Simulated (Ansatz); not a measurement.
**LiGdSe2 (R-3m): majority and minority states**

The source of the geometry is a structure from the Materials Project; atoms and cell stay fixed.

Settings: PBEsol, 6×6×6 k mesh, Fermi–Dirac smearing of 0.05 eV. LAPW is all-electron LAPW in Ansatz 0.2.0. Site moments are integrated in spheres about the atoms. DFT+U (Dudarev's form): U = 3.0 eV on Gd f.

The run was typed so:

```yaml
crystal:
  lattice:
    - [2.051740265, 1.1845727943, 6.4627941363]
    - [-2.051740265, 1.1845727943, 6.4627941363]
    - [0.0, -2.3691455886, 6.4627941363]
  atoms:
    - { symbol: Li, position: [0.5, 0.5, 0.5] }
    - { symbol: Gd, position: [0.0, 0.0, 0.0], spin: 7.0 }
    - { symbol: Se, position: [0.75164702, 0.75164702, 0.75164702] }
    - { symbol: Se, position: [0.24835298, 0.24835298, 0.24835298] }
magnetization:
  spin_polarized: true
kpoints:
  mp_grid: { grid: [6, 6, 6] }
scf:
  occupations: { method: fermi_dirac, width: 0.05 }
hamiltonian:
  xc: pbesol
  pseudopotentials: { kind: all_electron, lapw: { basis_error: 0.001 } }
  hubbard: { sites: [{ species: Gd, l: f, u_eff: 3 }] }
output:
  forces: true
  stress: true
  eigenvalues: true
  hubbard: { sites: [{ species: Gd, l: f }] }
  populations: true
  dos: { projected: true, de: 0.1, e_range: [-10, 8] }
```

Command: `ansatz run input.yaml --threads 2 --pin off --max-ram 6144MiB --backend cpu --events-out ev --progress --plain --runs-dir out`

Density of states, smoothed by a Gaussian of 0.15 eV:

| E − E_F (eV) | majority (states/eV/cell) | minority (states/eV/cell) |
| --- | --- | --- |
| -7.00 | 0.01 | 0.00 |
| -6.70 | 2.52 | 0.00 |
| -6.40 | 18.61 | 0.00 |
| -6.10 | 2.52 | 0.00 |
| -5.80 | 0.01 | 0.00 |
| -5.50 | 0.00 | 0.00 |
| -5.20 | 0.00 | 0.00 |
| -4.90 | 0.00 | 0.00 |
| -4.60 | 0.05 | 0.02 |
| -4.30 | 0.57 | 0.32 |
| -4.00 | 1.62 | 1.36 |
| -3.70 | 1.97 | 1.91 |
| -3.40 | 1.66 | 1.93 |
| -3.10 | 1.35 | 1.21 |
| -2.80 | 1.86 | 1.75 |
| -2.50 | 2.70 | 2.64 |
| -2.20 | 1.88 | 2.25 |
| -1.90 | 2.13 | 2.28 |
| -1.60 | 2.05 | 2.48 |
| -1.30 | 1.40 | 1.43 |
| -1.00 | 0.62 | 0.38 |
| -0.70 | 0.15 | 0.03 |
| -0.40 | 0.01 | 0.00 |
| -0.10 | 0.00 | 0.00 |
| 0.20 | 0.00 | 0.00 |
| 0.50 | 0.01 | 0.00 |
| 0.80 | 0.11 | 0.00 |
| 1.10 | 0.39 | 0.15 |
| 1.40 | 0.88 | 2.62 |
| 1.70 | 1.26 | 14.72 |
| 2.00 | 0.79 | 6.51 |
| 2.30 | 0.97 | 1.53 |
| 2.60 | 1.16 | 0.97 |
| 2.90 | 1.28 | 0.89 |
| 3.20 | 1.56 | 1.18 |
| 3.50 | 2.20 | 1.33 |
| 3.80 | 1.74 | 1.51 |
| 4.10 | 1.97 | 2.13 |
| 4.40 | 1.59 | 2.11 |

Task: What spin moment does the cell carry?

Result: 7.00 μB. Site moments (μB): Li1 -0.01, Gd2 7.02, Se3 -0.03, Se4 -0.03.

Löwdin populations of d and f shells (filled inner shells left out):

```tsv
shell	up	down
Gd2 5d	1.04	0.91
Gd2 4f	7.00	0.07
```

Further occupied bands lie below the window, the nearest with its top at -11.9 eV.

Spin–orbit coupling is left out although heavy atoms are present. With open f shells a run can end in a state that isn't the lowest. None of this fixes the real material's magnetic order: only patterns that fit the cell were computed, without spin fluctuations and on one mesh and smearing, with a functional that can overstate moments.
